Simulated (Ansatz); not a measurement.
PtS2 (started from an entry of an open crystallographic database) at its r2SCAN+rVV10 geometry, in the PAW code Ansatz. The base run uses PBEsol on a modest mesh; each further run changes one setting, sensibly or not. Doubtful ones may also carry a cap on iterations. All numbers are computed, and spin polarisation is off unless an edit sets a moment.

Base input:
```yaml
crystal:
  lattice:
    - [3.5526240934, 0.0, 0.0]
    - [-1.7763120467, 3.076662715, 0.0]
    - [0.0, 0.0, 5.1228306371]
  atoms:
    - { symbol: Pt, position: [0.0, 0.0, 0.0] }
    - { symbol: S, position: [0.3333333333, 0.6666666667, 0.2392542165] }
    - { symbol: S, position: [0.6666666667, 0.3333333333, 0.7607457835] }
kpoints:
  mp_grid: { grid: [6, 6, 4] }
hamiltonian:
  xc: pbesol
scf:
  occupations: { method: fixed }
  n_extra_bands: 4
output:
  forces: true
  stress: true
  eigenvalues: true
  write_density: true
  write_potential: true
  elf: true
  volumetric_format: npy
```

Base results:
```
Basis set: ecut = 420 eV, 1079 PW (Γ)
Symmetry: 12 space group operations
Space group: P-3m1 (ITA 164)
k-points: 24 of 144
SCF converged after 7 iterations
Free energy (F): -14154.868583 eV
Fermi energy:    10.483772 eV
--- Forces (eV/Å), atoms counted from 1 ---
  atom   1  Pt      0.00000      0.00000      0.00000
  atom   2  S       0.00000      0.00000    -0.20778
  atom   3  S       0.00000      0.00000      0.20778
--- Stress (GPa, compression-positive) ---
       -1.058341       0.000000       0.000000
        0.000000      -1.058341       0.000000
        0.000000       0.000000      -1.930895
  P = ⅓ Tr σ = -1.3492 GPa (-13.492 kbar)
--- Band table (eV; the first three rows and the last of 24) ---
  k-point 0: bands = […, 6.7453, 6.7453, 8.5068, 9.4643, 9.4643, 10.4805, 12.6108, 12.6108, 15.0891, 15.7470]
  k-point 1: bands = […, 6.7344, 6.7344, 8.3184, 9.3444, 9.3444, 9.8463, 12.8679, 12.8679, 15.3902, 16.6367]
  k-point 2: bands = […, 6.7241, 6.7241, 7.8657, 9.2336, 9.2336, 9.4040, 13.1357, 13.1357, 15.8916, 17.4260]
  k-point 23: bands = […, 6.2336, 6.2336, 6.8205, 7.1772, 8.6335, 8.6335, 12.5713, 12.5713, 17.4257, 18.2045]
```
The gap over this mesh is 0.779 eV.

Command: `ansatz run input.yaml --threads 4 --pin off --max-ram 3686MiB --backend cpu --events-out ev --progress --plain --runs-dir out`. Wall time 1.4 s on 4 threads of Arm Neoverse N1, with other jobs on the host; peak host memory 0.32 GiB.

Question: Predict the outcome of this edit.
```yaml
scf:
  mixing: { beta: 0.05 }
  max_iter: 78
```

Answer: It converges in 7 iterations, as the base does. This key steers the way to the solution, not the solution: the results stay as they were.

Question: What happens with this change?
```yaml
basis:
  ecutwfc: 500
```

Answer: 1459 plane waves in place of 1079. Energy, stress and gap stay within 1 meV an atom, 0.1 GPa and 0.005 eV of the base. The base cutoff was converged to that degree.

Question: These lines are set or replaced. What follows?
```yaml
kpoints:
  mp_grid: { grid: [6, 6, 4], shift: [0, 0, 0.5] }
```

Answer: The free energy moves by 0.0 meV an atom, the mean stress by -0.01 GPa and the gap on the mesh by +0.093 eV (to 0.872). The gap changes mostly because other points are sampled; a mesh that misses a band edge overestimates it.
Lines that differ from the base's log, and the results:
```
k-points: 20 of 144
SCF converged after 7 iterations
Free energy (F): -14154.868524 eV
Fermi energy:    10.484278 eV
--- Forces (eV/Å), atoms counted from 1 ---
  atom   1  Pt      0.00000      0.00000      0.00000
  atom   2  S       0.00000      0.00000    -0.20668
  atom   3  S       0.00000      0.00000      0.20668
--- Stress (GPa, compression-positive) ---
       -1.067193       0.000000       0.000000
        0.000000      -1.067193       0.000000
        0.000000       0.000000      -1.935982
  P = ⅓ Tr σ = -1.3568 GPa (-13.568 kbar)
--- Band table (eV; the first three rows and the last of 20) ---
  k-point 0: bands = […, 6.7414, 6.7414, 8.4662, 9.4283, 9.4283, 10.2777, 12.6854, 12.6854, 15.1531, 16.0296]
  k-point 1: bands = […, 6.7264, 6.7264, 8.0420, 9.2654, 9.2654, 9.5105, 13.0556, 13.0556, 15.7196, 17.2024]
  k-point 2: bands = […, 6.1094, 6.5435, 7.8046, 9.1316, 9.5055, 10.4843, 11.8716, 12.2806, 16.0933, 16.8005]
  k-point 19: bands = […, 6.2082, 6.2082, 6.9327, 7.1994, 8.6903, 8.6903, 12.3711, 12.3711, 17.0616, 18.4061]
```

One of the further runs printed
```
SCF converged after 7 iterations
Free energy (F): -14154.929132 eV
Fermi energy:    10.483353 eV
--- Forces (eV/Å), atoms counted from 1 ---
  atom   1  Pt      0.00000      0.00000      0.00000
  atom   2  S       0.00000      0.00000    -0.04370
  atom   3  S       0.00000      0.00000      0.04370
--- Stress (GPa, compression-positive) ---
       -2.033756       0.000000       0.000000
        0.000000      -2.033756       0.000000
        0.000000       0.000000      -1.792291
  P = ⅓ Tr σ = -1.9533 GPa (-19.533 kbar)
```

Question: Which setting had been changed?
A. basis.ecutrho_ratio: 8
B. hamiltonian.pseudopotentials: paw, source ansatz
C. hamiltonian.xc: lda
D. kpoints.mp_grid.grid: [8, 8, 1]

Answer: D. The free energy moves by -20 meV an atom, the mean stress by -0.60 GPa and the gap on the mesh by -0.016 eV (to 0.762). The mesh is too coarse.

Question: What happens with this change?
```yaml
scf:
  occupations: { method: fermi_dirac, width: 0.5 }
```

Answer: The free energy moves by -106 meV an atom, the mean stress by +1.81 GPa and the gap on the mesh by +0.033 eV (to 0.811). The term −TS is -317 meV an atom. A width of 0.5 eV moves electrons across a gap of 0.78 eV: this is no longer the ground state.
```
SCF converged after 6 iterations
Free energy (F): -14155.185460 eV
Internal energy: -14154.234377 eV  (E = F + TS)
E sigma→0 (E₀):  -14154.709919 eV
Entropy (-TS):   -0.951084 eV (-317.028 meV/atom)
Fermi energy:    10.730441 eV
--- Forces (eV/Å), atoms counted from 1 ---
  atom   1  Pt      0.00000      0.00000      0.00000
  atom   2  S       0.00000      0.00000      0.09474
  atom   3  S       0.00000      0.00000    -0.09474
--- Stress (GPa, compression-positive) ---
        1.100296       0.000000       0.000000
        0.000000       1.100296       0.000000
        0.000000       0.000000      -0.804447
  P = ⅓ Tr σ = 0.4654 GPa (4.654 kbar)
--- Band table (eV; the first three rows and the last of 24) ---
  k-point 0: bands = […, 6.7746, 6.7746, 8.5146, 9.4481, 9.4481, 10.4447, 12.6115, 12.6115, 15.0662, 15.7345]
  k-point 1: bands = […, 6.7635, 6.7635, 8.3144, 9.3278, 9.3278, 9.8185, 12.8697, 12.8697, 15.3717, 16.6242]
  k-point 2: bands = […, 6.7530, 6.7530, 7.8373, 9.2164, 9.2164, 9.3924, 13.1390, 13.1390, 15.8737, 17.4226]
  k-point 23: bands = […, 6.2384, 6.2384, 6.8068, 7.2022, 8.6420, 8.6420, 12.5720, 12.5720, 17.4153, 18.1867]
```

One of the further runs printed
```
SCF converged after 7 iterations
Free energy (F): -14155.510455 eV
Fermi energy:    10.539438 eV
--- Forces (eV/Å), atoms counted from 1 ---
  atom   1  Pt      0.00000      0.00000      0.00000
  atom   2  S       0.00000      0.00000    -1.75467
  atom   3  S       0.00000      0.00000      1.75467
--- Stress (GPa, compression-positive) ---
       -4.735906       0.000000       0.000000
        0.000000      -4.735906       0.000000
        0.000000       0.000000      -4.901183
  P = ⅓ Tr σ = -4.7910 GPa (-47.910 kbar)
```

Question: Which setting had been changed?
A. kpoints.mp_grid.grid: [2, 2, 2]
B. basis.ecutrho_ratio: 8
C. crystal.symmetry.detect: false
D. hamiltonian.xc: lda

Answer: A. The free energy moves by -214 meV an atom, the mean stress by -3.44 GPa and the gap on the mesh by +0.687 eV (to 1.465). The gap changes mostly because other points are sampled; a mesh that misses a band edge overestimates it. The mesh is too coarse.

Question: These lines are set or replaced. What follows?
```yaml
scf:
  mixing: { ndim: 2 }
  max_iter: 68
```

Answer: It converges in 10 iterations against the base's 7. The result is the base's, as it should be for a key that only affects how the solution is found.

No spin-orbit coupling is included; it can move band edges with weight on the heavy atoms by tenths of an eV.
